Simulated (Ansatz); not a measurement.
Starting cell, LiNbO2 (space group P6_3/mmc):

```
LiNbO2
1.0
    2.87039     0.00000     0.00000
   -1.43520     2.48583     0.00000
    0.00000     0.00000    10.22534
Li Nb O
2 2 4
Direct
  0.00000   0.00000   0.00000
  0.00000   0.00000   0.50000
  0.33333   0.66667   0.75000
  0.66667   0.33333   0.25000
  0.33333   0.66667   0.12224
  0.66667   0.33333   0.87776
  0.66667   0.33333   0.62224
  0.33333   0.66667   0.37776
```

The atoms are displaced by Q × the pattern below (from a DFPT mode at Γ, largest move 1; Q in Å), at fixed cell.

```
atom      x      y       z
----  -----  -----  ------
Li1   0.000  0.000  -1.000
Li2   0.000  0.000   1.000
O5    0.000  0.000  -0.330
O6    0.000  0.000  -0.330
O7    0.000  0.000   0.330
O8    0.000  0.000   0.330
```

Atoms not listed stay in place.

Computed with LDA (plane waves to 420 eV, PAW, scalar-relativistic; Ansatz, a program for electronic structure). k mesh 13×13×4 (Γ-centred), Fermi-Dirac smearing 0.05 eV. Energies are smeared free energies. LiNbO2 is run without spin polarisation and with no Hubbard U. LiNbO2 was relaxed with its symmetry unable to fall. The zero of ΔE is the undisplaced structure.

```json
[
 {"Q (Å)": "-0.100", "ΔE (eV/cell)": "0.0977"},
 {"Q (Å)": "-0.067", "ΔE (eV/cell)": "0.0434"},
 {"Q (Å)": "-0.033", "ΔE (eV/cell)": "0.0108"},
 {"Q (Å)": "0.000", "ΔE (eV/cell)": "0.0000"},
 {"Q (Å)": "0.033", "ΔE (eV/cell)": "0.0108"},
 {"Q (Å)": "0.067", "ΔE (eV/cell)": "0.0434"},
 {"Q (Å)": "0.100", "ΔE (eV/cell)": "0.0977"}
]
```

Question: Which DFPT wavenumber at Γ belongs to this mode?
A) 641 cm⁻¹
B) 720 cm⁻¹
C) 74 cm⁻¹
D) 504 cm⁻¹

Answer: D, 504 cm⁻¹. The curvature of the scan gives 504 cm⁻¹

(A displaced cell: forces are minus the slopes of the energy, force constants its curvatures, and phonons follow from these.)
